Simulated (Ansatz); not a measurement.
Mo: zone-centre modes

All numbers below come from Ansatz, DFT PBEsol, scalar-relativistic, plane waves, PAW. Settings: plane waves to 420 eV, k-mesh 16×16×16 (Γ-centred), Gaussian smearing 0.15 eV. No spin polarisation.

The undisturbed cell (as given, not relaxed at this level):

```xyz
2
Lattice="0.0000 -3.1420 0.0000 -3.1420 0.0000 0.0000 0.0000 0.0000 -3.1420" Properties=species:S:1:pos:R:3 pbc="T T T"
Mo   -1.5710   -1.5710   -1.5710
Mo    0.0000    0.0000    0.0000
```

Harmonic modes by finite displacements of 0.02 Å, without the LO–TO term. The cell doubles the primitive one, so its zone centre also holds the primitive cell's point q = (1/2, 1/2, 1/2).

**Question.** At this geometry, is the structure stable against these modes?

**Answer.** Yes: no mode is imaginary beyond 10 cm⁻¹, and only the three translations lie near zero.

**Question.** List the wavenumbers in cm⁻¹.

**Answer.** 0, 0, 0, 157, 157, 157.

Cost: 1 run of about 0.97 core-minutes, on Arm Neoverse V2 (shared hosts).